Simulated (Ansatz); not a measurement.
Relaxed-ion elastic tensor of ScC (rock salt, space group No. 225) in GPa (Voigt order), plane-wave PAW PBEsol (Ansatz code); density 3.81 g/cm³, 12.43 Å³ per atom.

```
      1     2     3     4     5     6
-  ----  ----  ----  ----  ----  ----
1   331  79.6  79.6   0.0   0.0   0.0
2  79.6   331  79.6   0.0   0.0   0.0
3  79.6  79.6   331   0.0   0.0   0.0
4   0.0   0.0   0.0  57.9   0.0   0.0
5   0.0   0.0   0.0   0.0  57.9   0.0
6   0.0   0.0   0.0   0.0   0.0  57.9
```

Task: Is the crystal mechanically stable?

Result: Yes: the smallest eigenvalue of C is 57.9 GPa.

Task: Work out the Voigt, Reuss and Hill averages.

Result: K_V = 164, K_R = 164, K_H = 164; G_V = 85.1, G_R = 73.8, G_H = 79.4 GPa.

Task: Give Young's modulus, Poisson's ratio, Pugh's ratio and the universal anisotropy index.

Result: E = 9KG/(3K + G) = 205 GPa; ν = 0.29; K/G = 2.06 (ductile by the Pugh limit of 1.75); A_U = 5G_V/G_R + K_V/K_R − 6 = 0.76.

Task: Estimate the sound speeds and the Debye temperature.

Result: v_l = √((K + 4G/3)/ρ) = 8410 m/s, v_t = √(G/ρ) = 4570 m/s, mean 5100 m/s; Θ = (h/k)(3n/4πV)^(1/3) v_m = 655 K.

Task: Give the Zener ratio and Young's modulus along [100], [110] and [111].

Result: A = 2C44/(C11 − C12) = 0.46; 1/E = S11 − 2(S11 − S12 − S44/2)Γ with Γ = 0, 1/4, 1/3 gives 301, 177, 155 GPa.

Space group Fm-3m (rock salt). The first step of the workflow began from a Materials Project structure, measured or hypothetical; the Crystallography Open Database copy checked does not list it. Whether it is the stable phase at ambient conditions was not checked. The PBEsol relaxation kept the symmetry of its start; of distortions, only those at the zone centre were tested. The run is not spin-polarised. As this level gives no gap, shear constants depend on the k-mesh and smearing (Fermi–Dirac, 0.1 eV here).

Potentials: the later of the program's two PAW sets.
